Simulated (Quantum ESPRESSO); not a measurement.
# Where does Sc sit best among In sites?

The results below are calculated, not measured. They come from pw.x of Quantum ESPRESSO 7.5, a plane-wave density functional program, with PseudoDojo standard norm-conserving files (v0.5 for PBE, v0.4.1 for LDA and PBEsol). The cells are made up: elements, strain and atom displacements were drawn at random, and nothing was relaxed. There is no spin polarisation, spin-orbit coupling or dispersion term.

The cell has 8 sites of a zincblende or diamond lattice. Sites 1 to 4 hold X X X X; sites 5 to 8 hold S As As As. Cell vectors in Å: (6.114, 0.000, 0.000); (0.000, 6.114, 0.000); (0.000, 0.000, 6.114). Settings: PBE, cutoff 1143 eV, 6 x 6 x 6 k mesh shifted by half a step, Fermi-Dirac smearing of 0.1 eV.

In each run one of the sites marked X holds Sc and the others hold In; cell and positions stay the same. E is the free energy of the cell.

```
site of the guest  first shell  mean distance (Å)  E above the lowest (eV)  P (GPa)  force on the guest (eV/Å)
                1         As3S              2.672                    0.217     1.94                      1.164
                2         As3S              2.656                    0.077     1.89                      0.585
                3         As3S              2.596                    0.000     1.86                      0.976
                4         As3S              2.672                    0.199     1.92                      1.078
```

A rerun of one of these cells at 1437 eV and k mesh 8 x 8 x 8 moved values by no more than 0.003 eV in the cell's energy, 0.02 GPa in stress and 0.003 eV/Å in force.

## Reading the table

Site 3 is lowest, by 0.077 eV, over three times the rerun's bound. A straight line of energy against the mean distance has a slope of 2.6 ± 0.9 eV/Å, so the guest costs less on the tighter sites. The positions are random and not relaxed, so the differences hold for this frozen cell and are not site preferences of a real crystal.